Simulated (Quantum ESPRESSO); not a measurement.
# HPbNO4 and the effect of the functional

```yaml
crystal:
  lattice:
    - [4.19923, 0.11117, 0.16817]
    - [1.91600, 3.89132, 0.12568]
    - [1.76085, 1.25259, 6.37266]
  atoms:
    - { symbol: H, position: [0.89145, 0.68202, 0.62796] }
    - { symbol: Pb, position: [0.14426, 0.92872, 0.88352] }
    - { symbol: N, position: [0.25670, 0.28861, 0.30171] }
    - { symbol: O, position: [0.83108, 0.65056, 0.78405] }
    - { symbol: O, position: [0.38694, 0.22380, 0.11295] }
    - { symbol: O, position: [0.31104, 0.03576, 0.45856] }
    - { symbol: O, position: [0.07726, 0.60633, 0.32275] }
```

The cell comes from a database or a generator and needn't be the stable form of this composition.

Kept alike: task band structure; k mesh 4 × 4 × 3; occupations fermi-dirac, width 0.05 eV; no spin polarisation. Program: Quantum ESPRESSO, SG15 PBE 1.2, cutoff 1197 eV. The mesh is that of the run's cell of 7 atoms. No spin-orbit coupling.

| functional | band gap (eV) | pressure (GPa) |
| --- | --- | --- |
| AM05 | 2.957 | -1.17 |
| BLYP | 2.935 | 2.56 |
| LDA | 2.913 | -3.84 |
| PBE | 2.955 | 0.12 |
| PBEsol | 2.944 | -2.05 |
| RPBE | 2.975 | 2.20 |
| r2SCAN | 3.444 | -3.48 |

Pressure is positive in compression; the values hold the error of the finite cutoff, so their zero can differ a little from the energy's minimum. Spin-orbit coupling, left out here, moves the band edges of heavy atoms and can close or invert small gaps. Gaps are the smaller of the mesh's and the band path's. All rows use potentials made for PBE.

Question: What does the functional change here?

Answer: The band gap runs from 2.913 (LDA) to 3.444 eV (r2SCAN). From PBE: AM05 +0.002; BLYP -0.020; LDA -0.042; PBEsol -0.011; RPBE +0.020; r2SCAN +0.489. The pressure runs from -3.84 (LDA) to 2.56 GPa (BLYP). From PBE: AM05 -1.29; BLYP +2.44; LDA -3.96; PBEsol -2.17; RPBE +2.08; r2SCAN -3.60.
